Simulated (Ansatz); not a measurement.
SrHfO₃:
Space group P4mm (No. 99); a = 4.099 Å, b = 4.099 Å, c = 4.133 Å, α = 90.00°, β = 90.00°, γ = 90.00°

```csv
atom,site,symmetry,x,y,z
Sr,1b,4mm,0.5000,0.5000,0.5355
Hf,1a,4mm,0.0000,0.0000,0.9977
O,2c,2mm.,0.0000,0.5000,0.9632
O,1a,4mm,0.0000,0.0000,0.4845
```

Relaxed with PBEsol. DFT-PBEsol in the program Ansatz with PAW potentials gives a gap of 3.73 eV.

What gap does HSE06 give on the same cell (Ansatz, PAW)?

5.40 eV, 1.66 eV more. The hybrid was solved on a coarser mesh and at special points; its gap is the smallest among all of these.

| k | v1 PBEsol | c1 PBEsol | v1 HSE06 | c1 HSE06 |
|---|---|---|---|---|
| Γ | -0.20 | 3.73 | -0.30 | 5.40 |
| Z | -0.38 | 4.25 | ? | ? |
| M | -0.15 | 6.44 | ? | ? |
| A | 0.00 | 6.30 | 0.00 | 8.01 |
| R | -0.03 | 6.51 | ? | ? |
| X | -0.39 | 4.49 | ? | ? |

Top valence (v1) and lowest conduction level (c1) in eV from each method's valence maximum (which need not be a listed point): supply the withheld HSE06 values.


- Z, v1 HSE06: -0.49
- Z, c1 HSE06: 5.96
- X, v1 HSE06: -0.50
- X, c1 HSE06: 6.19
- R, v1 HSE06: -0.03
- R, c1 HSE06: 8.33
- M, v1 HSE06: -0.15
- M, c1 HSE06: 8.25

Cost on shared cores: the PBEsol run (SCF on a 7×7×7 mesh, then bands and DOS) about 50 core-seconds (a rough figure), the HSE06 run (SCF on 4×4×4, then a few points) roughly 70 core-seconds; the tasks are unlike.

The workflow started from a Materials Project entry (that database holds measured and hypothetical structures alike); the Crystallography Open Database copy checked does not list it. COD files the formula under space group No. 62, 63, 221, so this cell is another polymorph or a model. Whether it is the stable phase at ambient conditions was not checked. The cell was relaxed with PBEsol under the symmetry of its start; whether a distortion lowers the energy is not shown. No spin polarisation was allowed. Scalar-relativistic: spin–orbit coupling is off unless named, which matters more the heavier the elements.

Potentials: the later of the program's two PAW sets.
